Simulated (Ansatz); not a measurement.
Values for one crystal, relaxed and computed with plane-wave PAW r²SCAN (Ansatz code); other levels are named.

| Quantity | Result |
|---|---|
| Volume per atom | 16.98 Å³ |
| Electronic character | metallic (no gap) |
| Density of states at the Fermi level | 0.30 states/eV per atom (mean over ±0.08 eV) |
| Gap with spin–orbit coupling | none (metallic) |
| Formation energy from the elements (no fitted shifts) | -0.21 eV/atom |
| Pressure derivative B′ | 6.7 |
| Bulk modulus (Birch–Murnaghan fit) | 1390 kbar |

Q: Which of these materials gives this?
A) AlNi, Cmcm (Al on 4c, Ni on 4c)
B) AlRu, R-3m (Al on 3a, Ru on 3b)
C) AlAu4, P2_13 (Al on 4a, Au on 4a, Au on 12b)
D) SnAu5, R32 (Sn on 3a, Au on 6c, Au on 9e)

A: C, AlAu4, P2_13 (Al on 4a, Au on 4a, Au on 12b)

The workflow started from a Materials Project entry (that database holds measured and hypothetical structures alike); the Crystallography Open Database files this formula in space group No. 198, but the cells were not matched. Whether it is the stable phase at ambient conditions was not checked. Symmetry was held in the r²SCAN relaxation; its stability against distortions is not shown here. The references are the lowest solids computed at this level, not always the standard phases. Spin–orbit coupling is left out wherever it is not named.

Potentials: the later of the program's two PAW sets.
